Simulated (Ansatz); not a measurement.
A plane-wave DFT run in Ansatz 0.2.0 (scalar-relativistic PAW potentials unless the input names others): input and command.

```yaml
crystal:
  lattice:
    - [7.5709290913, 0.0, 0.0]
    - [0.0, 8.9985775697, 0.0]
    - [0.0, 0.0, 4.2727324302]
  atoms:
    - { symbol: sr, position: [0.3071743152, 0.8350370002, 0.5] }
    - { symbol: Sr, position: [0.8071743152, 0.6649629998, 0.0] }
    - { symbol: Sr, position: [0.6928256848, 0.1649629998, 0.5] }
    - { symbol: Sr, position: [0.1928256848, 0.3350370002, 0.0] }
    - { symbol: I, position: [0.5, 0.5, 0.5] }
    - { symbol: I, position: [0.0, 0.0, 0.0] }
basis:
  ecutwfc: 420
kpoints:
  mp_grid: { grid: [6, 4, 10] }
hamiltonian:
  xc: pbe
scf:
  occupations: { method: gaussian, width: 0.1 }
  max_iter: 60
output:
  forces: true
  eigenvalues: true
  stress: true
```

```bash
ansatz run input.yaml --threads 1 --pin off --max-ram 2560MiB --backend cpu --events-out ev --progress --plain --runs-dir out
```

**Question.** What is wrong with this input?

**Answer.** The program refuses it, because of an unknown element (crystal.atoms[0].symbol: "Sr" → "sr"). With the sound run's settings it is accepted.

Abridged log:
```
Error: YAML parse error: error: line 7 column 17: `sr` is not an element symbol (H … Og, case-exact)
 --> <input>:7:17
  |
5 |     - [0.0, 0.0, 4.2727324302]
6 |   atoms:
7 |     - { symbol: sr, position: [0.3071743152, 0.8350370002, 0.5] }
  |                 ^ `sr` is not an element symbol (H … Og, case-exact)
8 |     - { symbol: Sr, position: [0.8071743152, 0.6649629998, 0.0] }
9 |     - { symbol: Sr, position: [0.6928256848, 0.1649629998, 0.5] }
  |
```